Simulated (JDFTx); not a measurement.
```json
{
  "surface": "HfB2(0001), B outermost, slab composition Hf2B6",
  "bulk": "HfB2, P6/mmm, lattice of mp-1994 (not re-optimised)",
  "slab": "8 atoms in 5 planes, 1x1, 6.8 Å between the outermost planes",
  "in-plane cell": "3.133 × 3.133 Å, 8.50 Å²",
  "cell_height": "23.0 Å",
  "sampling": "8×8×1 k mesh, Fermi smearing 0.01 Ha, no spin polarisation"
}
```

Whether this polymorph is the ambient one wasn't checked. Neither spin polarisation nor a larger cell was tried.

All numbers are PBE, GBRV ultrasoft potentials, plane waves to 20/100 Ha results from JDFTx (a modified build), not measurements. Liquid on both sides: CANDLE, water, 1 M NaCl; nuclei fixed. On the negative side CANDLE's cavity feels the periodic box, so those points shift with the cell height.

Charging data:

```
U − U_pzc (V)  σ (μC/cm²)
-------------  ----------
-0.69              -18.26
-0.49              -12.63
0.00                 0.00
0.36                 4.00
0.51                 5.65
0.71                 7.97
0.91                10.34
```

Worked example: a check of Lippmann's equation. The grand free energy per area against the neutral slab, Δγ = [F(N) − F(N₀) − μ(N − N₀)]/2A, is taken from the total energies of the same runs.

```csv
U − U_pzc (V),Δγ (mJ/m²)
-0.69,-54.6
-0.49,-23.2
0.00,0.0
0.36,-7.2
0.51,-14.2
0.71,-27.8
0.91,-46.1
```

Δγ is largest at zero charge and falls away from it, as dγ/dU = −σ demands. At 0.91 V the computed -46.1 mJ/m² stands beside -47.0 mJ/m² from the constant-capacitance formula.
